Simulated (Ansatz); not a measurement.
# Is this Zn5CdS6 structure stable?

The cell was found from a structure generator's guess, not taken from experiment.

Method: Ansatz, DFT PBE, scalar-relativistic, plane waves, PAW. The final run on the 12-atom cell used 420 eV, a Γ-centred 6×6×4 mesh, 0.02 eV smearing and no spin polarisation.

```cif
data_structure
_symmetry_space_group_name_H-M 'P31m'
_symmetry_Int_Tables_number 157
_cell_length_a 6.7585
_cell_length_b 6.7585
_cell_length_c 6.3872
_cell_angle_alpha 90.000
_cell_angle_beta 90.000
_cell_angle_gamma 120.000
_cell_volume 252.66
loop_
_atom_site_label
_atom_site_type_symbol
_atom_site_symmetry_multiplicity
_atom_site_Wyckoff_symbol
_atom_site_fract_x
_atom_site_fract_y
_atom_site_fract_z
_atom_site_occupancy
Zn1 Zn 3 c 0.66055 0.00000 0.99960 1
Zn2 Zn 2 b 0.66667 0.33333 0.50038 1
Cd1 Cd 1 a 0.00000 0.00000 0.50072 1
S1 S 3 c 0.64540 0.00000 0.36895 1
S2 S 1 a 0.00000 0.00000 0.90074 1
S3 S 2 b 0.66667 0.33333 0.87105 1
```

Formation energies are uncorrected and refer to the elements' standard structures at the same level.

Problem. These tests were run: energy against the elements; random kick, then relaxation without symmetry; phonons at Γ; elastic tensor. What do they show?

Solution.

| test | result |
| --- | --- |
| energy against the elements | −0.787 eV/atom |
| random kick, then relaxation without symmetry | returns |
| phonons at Γ | lowest optical mode 63 cm⁻¹ |
| elastic tensor | least eigenvalue 25 GPa |

It fails none of these tests. Whether a mixture of other phases lies lower isn't tested here. Phonons away from Γ weren't computed.

The reference form of S is held partly by dispersion forces, which this level lacks. The kick test ran on a coarse mesh. The run for the phonons used a 6×6×4 k mesh. The run for the elastic tensor used a 6×6×4 k mesh.
